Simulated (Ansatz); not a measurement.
ScAl$_{2}$:
```yaml
crystal:
  lattice:
    - [0.00000, 3.77833, 3.77833]
    - [3.77833, 0.00000, 3.77833]
    - [3.77833, 3.77833, 0.00000]
  atoms:
    - { symbol: Sc, position: [0.00000, 0.00000, 0.00000] }
    - { symbol: Sc, position: [0.25000, 0.25000, 0.25000] }
    - { symbol: Al, position: [0.62500, 0.62500, 0.62500] }
    - { symbol: Al, position: [0.12500, 0.62500, 0.62500] }
    - { symbol: Al, position: [0.62500, 0.62500, 0.12500] }
    - { symbol: Al, position: [0.62500, 0.12500, 0.62500] }
```

Relaxed with r²SCAN.

Task: Tabulate the valence density and the electron localisation function along the shortest Sc–Al contact (3.13 Å), r²SCAN in the plane-wave PAW code Ansatz.

Result: 

```
distance from Sc (Å)  density (e/Å³)   ELF
--------------------  --------------  ----
0.31                            6.68  0.42
0.47                            4.99  0.70
0.63                            2.83  0.75
0.78                            1.23  0.62
0.94                            0.47  0.28
1.10                            0.22  0.08
1.25                            0.15  0.08
1.41                            0.14  0.18
1.57                            0.15  0.37
1.72                            0.16  0.52
1.88                            0.18  0.59
2.04                            0.20  0.61
2.19                            0.21  0.55
2.35                            0.18  0.37
2.51                            0.13  0.11
2.66                            0.09  0.02
2.82                            0.06  0.04
```

The density is the valence pseudo-density with augmentation charge, so density and ELF within about 1 Å of a nucleus are not all-electron values.

Space group Fd-3m (cubic Laves (MgCu2 type)). The first step of the workflow began from a Materials Project structure, measured or hypothetical; the Crystallography Open Database copy checked does not list it. Whether it is the stable phase at ambient conditions was not checked. Symmetry was held in the r²SCAN relaxation; its stability against distortions is not shown here. No spin polarisation was allowed.

Potentials: the later of the program's two PAW sets.
